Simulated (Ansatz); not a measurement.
Yb (fcc, Cu type)

```
Yb
1.0
    0.00000     2.61133     2.61133
    2.61133     0.00000     2.61133
    2.61133     2.61133     0.00000
Yb
1
Cartesian
  0.00000   0.00000   0.00000
```

E(V) scan at fixed shape, V₀ the volume above. Symmetry pins the atoms to their sites.

Level of theory: PBE (plane waves to 420 eV, PAW, scalar-relativistic; Ansatz, an electronic-structure program). k mesh 15×15×15 (Γ-centred), Fermi-Dirac smearing 0.05 eV. Energies are smeared free energies. Stress and pressure are positive under compression. The PAW data are Ansatz's earlier set. The relaxed volume of Yb is well below the measured one. Yb is run without spin polarisation. Yb was relaxed with its symmetry unable to fall. The f-shell state is unchecked: a lower one may exist. ΔE is measured from the relaxed starting cell. The last digit holds for this mesh only.

```csv
V (Å³/atom),ΔE (meV/atom)
32.052,24.8
32.942,13.5
33.833,5.8
34.723,1.4
35.613,0.0
36.504,1.2
37.394,withheld
38.284,10.7
39.175,18.4
```

Question: Fit a third-order Birch-Murnaghan form (E₀, V₀, B₀, B₀′ free) to the given rows and predict ΔE at V = 37.394.

Answer: Least squares on the 8 given rows: ΔE = E₀ + (9V₀B₀/16)·y²·[2 + (B₀′ − 4)y], y = (V₀/V)^(2/3) − 1, with V₀ = 35.629 Å³/atom, B₀ = 19.14 GPa (160.2 GPa = 1 eV/Å³; the term in eV is multiplied by 1000), B₀′ = 3.19, E₀ = -0.01 meV/atom; root-mean-square residual 0.02 meV/atom. At 37.394 the fit gives 4.9 meV/atom; the calculation gives 4.9 meV/atom, the same to the digits shown. For the pressure the fit gives -0.9 GPa against the computed -0.9 GPa.

(Under strain, the slope of the energy per volume gives the stress and its curvature an elastic modulus.)
